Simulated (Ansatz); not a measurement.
SiC:
```
CELL_PARAMETERS angstrom
      3.06567     0.00000     0.00000
     -1.53284     2.65495     0.00000
      0.00000     0.00000     7.03113
ATOMIC_POSITIONS crystal
  Si 0.00000 0.50000 0.33333
  Si 0.50000 0.50000 0.66667
  Si 0.50000 0.00000 0.00000
  C  0.00000 0.50000 0.83333
  C  0.50000 0.50000 0.16667
  C  0.50000 0.00000 0.50000
```

Relaxed with PBEsol. Independent-particle spectrum: no excitons, no local fields, no scissors shift; 0.1 eV broadening; ε₁ of the summed bands alone.

Q: Tabulate the dielectric function from PBEsol in the plane-wave PAW code Ansatz.

A: 

| E (eV) | ε₁ xx | ε₂ xx | ε₁ zz | ε₂ zz |
|---|---|---|---|---|
| 0.0 | 11.58 | 0.00 | 11.61 | 0.00 |
| 0.4 | 11.64 | 0.00 | 11.67 | 0.00 |
| 0.8 | 11.84 | 0.00 | 11.86 | 0.00 |
| 1.2 | 12.19 | 0.00 | 12.20 | 0.00 |
| 1.6 | 12.73 | 0.00 | 12.72 | 0.00 |
| 2.0 | 13.55 | 0.00 | 13.50 | 0.00 |
| 2.4 | 14.84 | 0.00 | 14.68 | 0.00 |
| 2.8 | 17.23 | 0.00 | 16.65 | 0.00 |
| 3.2 | 21.43 | 3.20 | 21.10 | 0.54 |
| 3.6 | 23.59 | 10.52 | 24.33 | 10.35 |
| 4.0 | 17.07 | 12.98 | 21.66 | 11.62 |
| 4.4 | 19.49 | 15.92 | 16.47 | 20.22 |
| 4.8 | 15.62 | 19.61 | 15.01 | 22.60 |
| 5.2 | 11.54 | 28.62 | 8.43 | 26.69 |
| 5.6 | -2.34 | 23.92 | -3.08 | 23.67 |
| 6.0 | -2.04 | 17.25 | -1.66 | 16.11 |
| 6.4 | -3.43 | 16.34 | -1.87 | 16.39 |
| 6.8 | -5.12 | 13.18 | -4.29 | 14.52 |
| 7.2 | -4.87 | 11.79 | -5.66 | 12.74 |
| 7.6 | -6.20 | 10.06 | -6.20 | 9.23 |
| 8.0 | -5.47 | 7.92 | -4.70 | 8.12 |
| 8.4 | -5.66 | 6.66 | -5.65 | 7.51 |
| 8.8 | -4.62 | 5.38 | -5.01 | 5.79 |
| 9.2 | -3.87 | 4.78 | -4.28 | 4.91 |
| 9.6 | -3.84 | 4.83 | -4.04 | 4.97 |
| 10.0 | -3.74 | 4.05 | -4.21 | 3.86 |
| 10.4 | -3.45 | 3.71 | -3.32 | 3.39 |
| 10.8 | -3.15 | 3.38 | -2.98 | 3.37 |
| 11.2 | -3.10 | 3.44 | -3.10 | 3.38 |
| 11.6 | -3.30 | 2.74 | -2.99 | 3.06 |
| 12.0 | -2.99 | 2.25 | -3.20 | 2.52 |

Q: From ε at 4.9 eV (xx: 15.91 + 20.61i), find n, k, the normal reflectivity and the absorption coefficient.

A: n = 4.58, k = 2.250, R = 49 %, α = 2kE/ħc = 1100000 cm⁻¹.

With all bands, ε∞ without local fields is 11.7 (xx = yy), 11.7 (zz). DFPT, with local fields, gives 11.3 (xx = yy), 11.4 (zz).

Space group P6_422. The start of the workflow was typed in or built on a structure type; neither database checked (COD, Materials Project) lists it. It is not the phase usual at ambient conditions (space group No. 186, 216). Symmetry was held in the PBEsol relaxation; phonons on a q-mesh show no instability. Its formation energy is positive at this level, so the cell may be metastable or incomplete.

Potentials: the later of the program's two PAW sets.
